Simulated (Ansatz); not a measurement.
Given:

NbAg:
```xyz
2
Lattice="0.0000 2.7136 2.7136 2.7136 0.0000 2.7136 2.7136 2.7136 0.0000" Properties=species:S:1:pos:R:3 pbc="T T T"
Ag     0.0000     0.0000     0.0000
Nb     2.7136     2.7136     2.7136
```

This is the r²SCAN-relaxed structure.

### Question
All from the program Ansatz at the r²SCAN level (PAW), unless another level is named. Give the bulk modulus (Birch–Murnaghan fit).

### Answer
129 GPa.

### Question
And the elastic constants (relaxed ions, GPa)?

### Answer
C11 = 277, C12 = 54.6, C44 = -9.4.

Space group Fm-3m (rock salt). The start of the workflow was typed in or built on a structure type; neither database checked (COD, Materials Project) lists it. Its standing as an ambient phase is unchecked. Symmetry was held in the r²SCAN relaxation. At this level the phase is mechanically unstable. The run is not spin-polarised. Its formation energy is positive at this level, so the cell may be metastable or incomplete. As this level gives no gap, shear constants depend on the k-mesh and smearing (Fermi–Dirac, 0.1 eV here).

Potentials: the earlier of the program's two PAW sets.
